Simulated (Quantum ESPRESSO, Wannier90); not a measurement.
Wannier functions of Zn2SeS (R3m)

```
CELL_PARAMETERS angstrom
     -1.95375     3.38399     0.00000
     -3.90750     0.00000     0.00000
     -1.95375     1.12800     6.38365
ATOMIC_POSITIONS crystal
  Zn 0.99626 0.99626 0.01121
  Zn 0.50363 0.50363 0.48911
  Se 0.37548 0.37548 0.87356
  S  0.87465 0.87465 0.37604
```

Structure: Materials Project mp-1215446, symmetrised, not relaxed again. Not found in the COD (Crystallography Open Database) copy used; not checked further. Method: PBEsol plane waves in Quantum ESPRESSO 7.5 (PseudoDojo norm-conserving files, 69 Ry, no spin polarisation, no spin-orbit coupling), Bloch states on a 6×6×6 mesh through Γ, Wannier90 4.0.1. Density: 10×10×10 mesh, cold smearing 0.01 Ry. Spin-orbit coupling, left out, would split the p-like bands by a few tenths of an eV.

The plane-wave run has 53 bands and 62 electrons a cell. On the energy scale of pw.x, whose zero is arbitrary, the valence-band maximum lies at 8.01 eV.

Isolated groups of bands, relative to the valence-band maximum (bands from 32 on overlap up to the last one computed):

```tsv
bands	from (eV)	to (eV)	filling	weight on atomic waves
1–2	-125.06	-124.92	filled	Zn 3s 100 %
3–8	-79.36	-79.21	filled	Zn 3p 100 %
9–13	-46.91	-46.89	filled	Se 3d 100 %
14–15	-13.41	-12.22	filled	Se 4s 43 %, S 3s 42 %, Zn 4s 10 %
16–25	-6.70	-5.85	filled	Zn 3d 94 %
26–31	-5.51	0.00	filled	Se 4p 39 %, S 3p 38 %, Zn 3d 9 %
```

Input w.win, without the blocks of cell, atoms and k-points (216 lines):

```
num_bands = 30
num_wann = 16
exclude_bands = 1-13,16-25
num_iter = 1000
conv_tol = 1.0e-6
conv_window = 4
dis_num_iter = 1000
dis_conv_tol = 1.0e-6
dis_froz_max = 17.79
write_hr = true
write_u_matrices = true
begin projections
f=0.00521,-0.00345,0.00425: s;p
f=-0.49151,-0.51054,0.49292: s;p
f=0.37481,0.37175,-0.11867: s;p
f=-0.12496,-0.13078,0.38367: s;p
end projections
mp_grid = 6 6 6
```

wannier90.x stops with:
```
dis_windows: More states in the frozen window than target WFs
```
At some k-point more bands lie below dis_froz_max than there are Wannier functions, and every frozen state has to fit into the subspace. Mended as below, all else unchanged, the run goes through (Ω_I = 25.9 Å²) and follows the plane-wave bands to 5.8 meV rms (states up to 2.4 eV relative to the valence-band maximum).
```
dis_froz_max = 10.88
```
